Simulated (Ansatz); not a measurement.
A distorted cell of MoSi2 (MoSi2 type, space group I4/mmm):

```
CELL_PARAMETERS angstrom
     -3.21692     3.21692     7.87303
      0.00000     0.00000     7.87303
      1.60846     1.60846    -3.93652
ATOMIC_POSITIONS crystal
  Mo 0.99542 0.00458 0.00000
  Mo 0.50458 0.99542 0.00000
  Si 0.96923 0.36589 0.00000
  Si 0.53077 0.30434 0.00000
  Si 0.96923 0.69566 0.00000
  Si 0.53077 0.63411 0.00000
```

Computed with PBE (plane waves to 420 eV, PAW, scalar-relativistic; Ansatz, a program for electronic structure). k mesh 20×20×20 (Γ-centred), Fermi-Dirac smearing 0.05 eV. Compression counts positive. With partly filled bands, energies and forces of such displacements shift with the k mesh and the smearing. MoSi2 is run without spin polarisation. MoSi2 was relaxed with its symmetry unable to fall.

**Question.** Predict the force on every atom, in eV/Å.

**Answer.** 
```json
[
 {"atom": "Mo1", "Fx": "-0.787", "Fy": "0.787", "Fz": "0.000"},
 {"atom": "Mo2", "Fx": "0.787", "Fy": "-0.787", "Fz": "0.000"},
 {"atom": "Si3", "Fx": "-1.525", "Fy": "1.525", "Fz": "0.223"},
 {"atom": "Si4", "Fx": "1.525", "Fy": "-1.525", "Fz": "0.223"},
 {"atom": "Si5", "Fx": "-1.525", "Fy": "1.525", "Fz": "-0.223"},
 {"atom": "Si6", "Fx": "1.525", "Fy": "-1.525", "Fz": "-0.223"}
]
```

**Question.** What is the stress tensor (GPa)?

**Answer.** 
```
    3.7     -2.7      0.0
   -2.7      3.7      0.0
    0.0      0.0      3.5
```
The pressure, a third of the trace, is 3.6 GPa.

(A displaced cell: forces are minus the slopes of the energy, force constants its curvatures, and phonons follow from these.)
